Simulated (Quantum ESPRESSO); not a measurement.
Band energies of InN

```
CELL_PARAMETERS angstrom
      3.54141     0.00000     0.00000
     -1.77071     3.06696     0.00000
      0.00000     0.00000     5.72046
ATOMIC_POSITIONS crystal
  N  0.66667 0.33333 0.87944
  N  0.33333 0.66667 0.37944
  In 0.66667 0.33333 0.50056
  In 0.33333 0.66667 0.00056
```

PBE (stringent potentials; pw.x of Quantum ESPRESSO, ONCV potentials, scalar-relativistic); path ΓMKΓALHA,LM,KH; energies in eV from the Fermi level.

```csv
k (1/Å),point,band 22,band 23,band 24,band 25,band 26,band 27,band 28,band 29
0.00,Γ,-0.90,-0.90,-0.25,-0.04,-0.03,-0.03,2.78,6.87
0.23,,-1.63,-1.27,-1.09,-0.16,-0.12,1.02,3.41,6.79
0.57,,-3.62,-2.90,-1.79,-0.73,-0.53,2.59,4.75,5.87
0.91,,-4.42,-3.47,-2.29,-1.60,-0.86,3.71,4.55,5.30
1.02,M,-4.50,-3.40,-2.33,-1.71,-0.89,3.83,4.47,5.26
1.26,,-4.46,-3.40,-2.76,-1.82,-1.34,4.37,5.18,5.25
1.62,K,-4.60,-4.26,-2.37,-2.37,-2.14,4.92,5.74,5.74
1.94,,-4.31,-3.29,-3.22,-1.59,-1.45,4.34,5.26,6.20
2.15,,-3.55,-3.39,-2.29,-0.99,-0.87,3.16,5.33,6.19
2.48,,-2.05,-1.92,-1.20,-0.26,-0.26,1.49,3.88,6.71
2.80,Γ,-0.90,-0.90,-0.25,-0.04,-0.03,-0.03,2.78,6.87
3.13,,-2.03,-0.72,-0.72,-0.21,-0.21,1.54,2.72,6.75
3.35,A,-3.40,-0.47,-0.47,-0.47,-0.47,2.35,2.35,7.06
3.45,,-3.40,-0.58,-0.58,-0.50,-0.50,2.46,2.46,7.03
3.76,,-3.70,-1.48,-1.48,-0.90,-0.90,3.32,3.32,6.61
3.96,,-4.37,-1.69,-1.69,-1.26,-1.26,3.57,3.57,6.40
4.27,,-5.35,-1.62,-1.62,-1.58,-1.58,3.44,3.44,6.51
4.37,L,-5.43,-1.65,-1.65,-1.57,-1.57,3.42,3.42,6.52
4.57,,-5.37,-2.19,-2.19,-1.40,-1.40,3.83,3.83,6.58
4.86,,-5.15,-3.22,-3.22,-1.27,-1.27,5.03,5.03,6.27
4.96,H,-5.13,-3.32,-3.32,-1.26,-1.26,5.21,5.21,6.11
5.16,,-5.10,-3.01,-3.01,-1.31,-1.31,4.80,4.80,6.41
5.46,,-4.50,-1.98,-1.98,-1.51,-1.51,4.10,4.10,6.41
5.65,,-3.89,-1.55,-1.55,-1.24,-1.24,3.62,3.62,6.51
5.95,,-3.43,-0.84,-0.84,-0.59,-0.59,2.70,2.70,6.95
6.15,A,-3.40,-0.47,-0.47,-0.47,-0.47,2.35,2.35,7.06
6.15,L,-5.43,-1.65,-1.65,-1.57,-1.57,3.42,3.42,6.52
6.48,,-4.78,-2.92,-2.20,-1.44,-1.04,3.37,4.35,5.82
6.70,M,-4.50,-3.40,-2.33,-1.71,-0.89,3.83,4.47,5.26
6.70,K,-4.60,-4.26,-2.37,-2.37,-2.14,4.92,5.74,5.74
6.97,,-4.91,-4.00,-2.52,-1.80,-1.80,5.35,5.54,5.54
7.24,H,-5.13,-3.32,-3.32,-1.26,-1.26,5.21,5.21,6.11
```

At this level the gap is closed or nearly so: along the path the highest valence and lowest conduction bands touch, or overlap by less than 0.6 eV, a zero-gap or semimetallic result; the valence top lies at Γ, the conduction bottom at Γ. Semilocal functionals close the gaps of some narrow-gap semiconductors, so this alone doesn't show that the compound has none.

Spin-orbit splittings are left out.

Geometry relaxed with PBEsol.
